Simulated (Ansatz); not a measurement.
## Zn (Im-3m), two-dimensional strain map

Method: DFT LDA, scalar-relativistic, plane waves, PAW (Ansatz). The runs took a 420 eV cutoff, a Γ-centred 22×22×22 mesh and Gaussian smearing (0.15 eV). No spin polarisation. Energies are free energies at this smearing, counted from the undisturbed cell; pressure is positive in compression.

Zero of the scan (as given, not relaxed at this level; it stands at -8.2 GPa; this bcc form isn't the usual structure):

```
CELL_PARAMETERS angstrom
-1.56904 1.56904 1.56904
1.56904 -1.56904 1.56904
1.56904 1.56904 -1.56904
ATOMIC_POSITIONS crystal
Zn 0.00000 0.00000 0.00000
```

The cell is strained by p along both x and y and by q along z, fractional coordinates fixed. Points are written (p, q).

Energy above the undisturbed cell in meV/atom (a dash: not computed):

| p \ q | -0.030 | -0.015 | 0.000 | 0.015 | 0.030 |
| --- | --- | --- | --- | --- | --- |
| -0.030 | -47.6 | -43.9 | -39.2 | -33.7 | -27.5 |
| -0.015 | -38.0 | – | -21.8 | – | – |
| 0.000 | -23.2 | – | 0.0 | – | 24.7 |
| 0.030 | 19.6 | – | 54.2 | – | 89.1 |

Pressure in GPa:

```csv
p \ q,-0.030,-0.015,0.000,0.015,0.030
-0.030,-2.5,-3.7,-4.8,-5.9,-6.8
-0.015,-4.8,–,-6.7,–,–
0.000,-6.7,–,-8.2,–,-9.5
0.030,-9.6,–,-10.5,–,-11.3
```